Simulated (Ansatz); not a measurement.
Relaxed CdBr₂ (space group P6_3mc):

```yaml
crystal:
  lattice:
    - [3.98029, 0.00000, 0.00000]
    - [-1.99015, 3.44703, 0.00000]
    - [0.00000, 0.00000, 12.56749]
  atoms:
    - { symbol: Cd, position: [0.66667, 0.33333, 0.87499] }
    - { symbol: Cd, position: [0.33333, 0.66667, 0.37499] }
    - { symbol: Br, position: [0.00000, 0.00000, 0.75034] }
    - { symbol: Br, position: [0.00000, 0.00000, 0.25034] }
    - { symbol: Br, position: [0.33333, 0.66667, 0.99967] }
    - { symbol: Br, position: [0.66667, 0.33333, 0.49967] }
```

In this cell atom 1 (Cd, nearest neighbour Br at 2.781 Å; its periodic images, 4.0 Å or more away, move with it) is moved by s along Cartesian x, unit vector (1.000, 0.000, 0.000); all other atoms and the cell stay fixed.

Calculation: r2SCAN+rVV10 (plane waves to 500 eV, PAW, scalar-relativistic; Ansatz, a quantum-chemistry and plane-wave program). k mesh 8×8×2 (Γ-centred), Fermi-Dirac smearing 0.05 eV. E stands for the smeared free energy. CdBr2 was relaxed with its symmetry unable to fall. The zero of ΔE is the undisplaced structure.

```csv
s (Å),ΔE (meV/cell)
-0.830,1431
-0.664,853
-0.498,444
-0.332,withheld
-0.166,44
0.000,0
0.166,44
0.332,withheld
0.498,444
0.664,853
0.830,1431
```

Question: Fit an even polynomial form (powers 2, 4, 6) to the given rows and predict ΔE at s = -0.332.

Answer: Least squares on the 9 given rows: ΔE = (1563)·s² + (1015)·s⁴ + (-389.8)·s⁶, in meV/cell with s in Å; root-mean-square residual 0.1 meV/cell. At -0.332 the fit gives 184 meV/cell; the calculation gives 184 meV/cell, the same to the digits shown. The quadratic term alone would give 172 meV/cell.

(For displaced atoms, the force is minus the slope of the energy, and its curvature is a force constant, which sets phonon frequencies.)
